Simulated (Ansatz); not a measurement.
CF$_{4}$ in space group C2/c (No. 15; F on 8f, C on 4e, F on 8f), the program Ansatz at the r²SCAN+D4 level (PAW). The conduction-band minimum lies at Γ, with 1 equivalent valley. Second derivatives d²E/dk² of the lowest band at one valley (eV·Å²), along Cartesian directions:

```tsv
direction	d²E/dk²
[100]	11.43
[010]	11.34
[001]	11.44
[110]	11.38
[101]	11.47
[011]	11.39
```

Find the principal effective masses, the density-of-states mass and the conductivity mass.

Off-diagonal terms follow from H_xy = H[110] − (H_xx + H_yy)/2, and m*/mₑ = 7.620 eV·Å² over each eigenvalue: 0.66, 0.67, 0.67. One valley's DOS mass (m₁m₂m₃)^(1/3) = 0.67, conductivity mass 3/(Σ 1/mᵢ) = 0.67 mₑ.

What effective density of states Nc follows at 300 K for parabolic valleys?

Nc = 2.509e19 × 1 × (0.67)^(3/2) ≈ 1.4e19 cm⁻³.

With the computed static dielectric constant 2.05 (mean of the diagonal), estimate a hydrogenic donor's binding energy and radius.

E = 13.606 eV × 0.67/2.05² ≈ 2200 meV; a = 0.529 Å × ε/m* ≈ 1.6 Å. Semilocal masses tend to be too small when the gap is underestimated.

The workflow started from an entry of the Crystallography Open Database (COD). Symmetry was held in the r²SCAN+D4 relaxation; whether a distortion lowers the energy is not shown. The substance is a gas or liquid at ambient conditions.

Potentials: the later of the program's two PAW sets.
